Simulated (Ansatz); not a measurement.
Starting cell, ZnS (wurtzite):

```xyz
4
Lattice="3.8451 0.0000 0.0000 -1.9226 3.3300 0.0000 0.0000 0.0000 6.3057" Properties=species:S:1:pos:R:3 pbc="T T T"
Zn     1.9226     1.1100     6.3047
Zn     0.0000     2.2200     3.1519
S      1.9226     1.1100     3.9432
S      0.0000     2.2200     0.7904
```

A phonon eigenvector at Γ is frozen into this cell: atom i moves by Q times the vector below, so Q is the largest atomic displacement, in Å. The cell is held. It is one choice among 2 degenerate patterns.

```tsv
atom	x	y	z
Zn1	0.000	0.490	0.000
Zn2	0.000	0.490	0.000
S3	0.000	-1.000	0.000
S4	0.000	-1.000	0.000
```

Method: PBE (plane waves to 420 eV, PAW, scalar-relativistic; Ansatz, an electronic-structure program). k mesh 10×10×5 (Γ-centred), Fermi-Dirac smearing 0.05 eV. The energy includes the smearing's −TS. ZnS was relaxed with its symmetry unable to fall. ΔE is measured from the undisplaced structure.

```csv
Q (Å),ΔE (meV/cell)
-0.2800,withheld
-0.2333,727
-0.1867,449
-0.1400,246
-0.0933,107
-0.0467,27
0.0000,0
0.0467,27
0.0933,107
0.1400,246
0.1867,449
0.2333,727
0.2800,withheld
```

**Question.** Fit an even polynomial form (powers 2, 4) to the given rows and predict ΔE at Q = -0.2800.

**Answer.** Least squares on the 11 given rows: ΔE = (12080)·Q² + (23500)·Q⁴, in meV/cell with Q in Å; root-mean-square residual 0.4 meV/cell. At -0.2800 the fit gives 1092 meV/cell; the calculation gives 1093 meV/cell, so the extrapolation is off by -1 (-0.1 %). The quadratic term alone would give 947 meV/cell.

(For displaced atoms, the force is minus the slope of the energy, and its curvature is a force constant, which sets phonon frequencies.)
